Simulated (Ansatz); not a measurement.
BeS in space group P6_3/mmc (No. 194; Be on 2c, S on 2d) under volume change, PBE+D3(BJ) (plane waves, PAW; program Ansatz), shape and atoms relaxed at each volume.

```json
[
 {"V (Å³/atom)": "14.357", "E − E(relaxed) (meV/atom)": "13.4", "P (GPa)": "3.59"},
 {"V (Å³/atom)": "14.830", "E − E(relaxed) (meV/atom)": "5.3", "P (GPa)": "2.02"},
 {"V (Å³/atom)": "15.303", "E − E(relaxed) (meV/atom)": "1.2", "P (GPa)": "0.86"},
 {"V (Å³/atom)": "15.777", "E − E(relaxed) (meV/atom)": "0.0", "P (GPa)": "0.00"},
 {"V (Å³/atom)": "16.250", "E − E(relaxed) (meV/atom)": "1.0", "P (GPa)": "-0.65"},
 {"V (Å³/atom)": "16.723", "E − E(relaxed) (meV/atom)": "3.6", "P (GPa)": "-1.14"},
 {"V (Å³/atom)": "17.197", "E − E(relaxed) (meV/atom)": "7.5", "P (GPa)": "-1.53"}
]
```

Question: What does a third-order Birch–Murnaghan fit give for V₀, B₀ and B′?

Answer: V₀ = 15.77 Å³/atom, B₀ = 25.7 GPa, B′ = 8.6.

A made-up cell: these elements were put on the sites of a structure type; neither database checked (COD, Materials Project) lists it. COD files the formula under space group No. 216, so this cell is another polymorph or a model. Its standing as an ambient phase is unchecked. The cell was relaxed with PBE+D3(BJ) under the symmetry of its start. At this level the phase is dynamically unstable (imaginary phonons).

Potentials: the later of the program's two PAW sets.
